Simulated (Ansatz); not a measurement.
## Relaxing an invented Al₄Ni structure

Computed with Ansatz 0.2.0, DFT PBE, scalar-relativistic, plane waves, PAW. Cutoff 420 eV, Gaussian smearing, Γ-centred meshes. Cell and atoms relax first on a coarse mesh and then on a finer one. In between, the cell is made exact in the group found at 0.06 Å. In metals the finer mesh still leaves noise of several meV/atom or more. The steps can't lower the symmetry of their start. Collinear spin, starting moments Ni 2.0 μB; they died out on the coarse mesh, so the last step has no spin.

Recipe of this trial structure of Al₄Ni: random cell by space group and Wyckoff sites (P6/mmm, No. 191). Its size is a rough estimate.

```cif
data_structure
_symmetry_space_group_name_H-M 'P6/mmm'
_symmetry_Int_Tables_number 191
_cell_length_a 4.4019
_cell_length_b 4.4019
_cell_length_c 5.2596
_cell_angle_alpha 90.000
_cell_angle_beta 90.000
_cell_angle_gamma 120.000
_cell_volume 88.26
loop_
_atom_site_label
_atom_site_type_symbol
_atom_site_symmetry_multiplicity
_atom_site_Wyckoff_symbol
_atom_site_fract_x
_atom_site_fract_y
_atom_site_fract_z
_atom_site_occupancy
Al1 Al 4 h 0.33333 0.66667 0.19387 1
Ni1 Ni 1 b 0.00000 0.00000 0.50000 1
```

Formation energies are uncorrected and refer to the elements' standard structures at the same level.

Question: Describe the relaxed structure.

Answer: The symmetry stays P6/mmm (No. 191). The volume per atom stays near 17.6 Å³. The shortest distance goes from 2.04 Å (Al–Al) to 2.50 Å (Al–Al). The energy falls by about 0.73 eV/atom (the start's value is from the coarse mesh). Conventional cell: a = 4.336 Å, c = 5.398 Å. Al has 3 Al at 2.50 Å, 2 Al at 2.68–2.72 Å and 3 Ni at 2.85 Å; Ni is surrounded by 12 Al at 2.85 Å.

```
Al Ni
1.0
     4.33628    0.00000    0.00000
    -2.16814    3.75533    0.00000
     0.00000    0.00000    5.39770
Al Ni
4 1
Direct
  0.33333 0.66667 0.24811
  0.33333 0.66667 0.75189
  0.66667 0.33333 0.75189
  0.66667 0.33333 0.24811
  0.00000 0.00000 0.50000
```

Question: Give its energy and gap.

Answer:

| Property | Result |
| --- | --- |
| Formation energy | +0.21 eV/atom |
| Gap on the 12×12×8 mesh of the 5-atom cell | 0 eV (a metal) |

It can't be a ground state, since the elements alone are lower.

The last run used Gaussian smearing of 0.10 eV. Trial moments died out on the coarse mesh, so the last step has no spin; another magnetic start might hold. Symmetry constrained the relaxation, so the result can be a saddle point. In all, the 3 runs took 3.2 min on 1 thread of Arm Neoverse N1, on a shared host. Another cell of Al4Ni relaxed alike, in P-3m1, lies 0.36 eV/atom lower, so this cell isn't the stable form at this level.
